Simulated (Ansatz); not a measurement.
Task: C in space group P6_3/mmc (No. 194; C on 4f, C on 4f, C on 4e) is relaxed with plane-wave PAW r²SCAN (Ansatz code). What lattice parameters of the conventional cell result?

Result: a = 2.512 Å, c = 12.392 Å.

Task: Give the free coordinates with the occupied sites.

Result: In one choice of origin and axes:

```csv
atom,site,symmetry,x,y,z
C,4f,3m.,0.6667,0.3333,0.1451
C,4f,3m.,0.6667,0.3333,0.0208
C,4e,3m.,0.0000,0.0000,0.1868
```

Task: Is it a metal or does it have a gap at this level?

Result: A gap of 4.66 eV, indirect.

The first step of the workflow began from a Materials Project structure, measured or hypothetical. Its sites differ from those of the usual phase in this space group: another stacking or structure type. The r²SCAN relaxation kept the symmetry of its start; phonons on a q-mesh show no instability.

Potentials: the later of the program's two PAW sets.
